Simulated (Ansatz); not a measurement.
This run works on a generated trial structure, not on a known crystal.

Input and command of a plane-wave DFT calculation in Ansatz:

```yaml
crystal:
  lattice:
    - [4.48682458, 0.0, 0.0]
    - [-2.24341229, 3.88570407, 0.0]
    - [0.0, 0.0, 7.84095293]
  atoms:
    - { symbol: Sr, position: [0.0, 0.0, 0.5] }
    - { symbol: Sr, position: [0.0, 0.0, 0.0] }
    - { symbol: Mg, position: [0.33333333, 0.66666667, 0.25] }
    - { symbol: Mg, position: [0.66666667, 0.33333333, 0.75] }
    - { symbol: P, position: [0.33333333, 0.66666667, 0.75] }
    - { symbol: P, position: [0.66666667, 0.33333333, 0.25] }
basis:
  ecutwfc: 420
kpoints:
  mp_grid: { grid: [12, 12, 6] }
hamiltonian:
  xc: pbe
scf:
  occupations: { method: gaussian, width: 0.1 }
output:
  forces: true
  stress: true
  eigenvalues: true
relax:
  adjacent_minimum: "off"
  f_tol: 0.01
  max_steps: 80
  cell: { stress_tol: 0.05 }
```

```bash
ansatz run input.yaml --threads 1 --pin off --max-ram 2048MiB --backend cpu --events-out ev --progress --plain --runs-dir out
```

Processor: AMD EPYC 9R45 96-Core Processor (Zen 5), 1 thread, on a host shared with other jobs.

Q: How long does it run, and how much memory does it take?

A: About 64 s, peak memory 0.62 GiB. It solves 31 bands at 76 k points (after reduction by symmetry) with about 3001 plane waves (on the last cell), in 51 SCF iterations over 9 ionic steps.
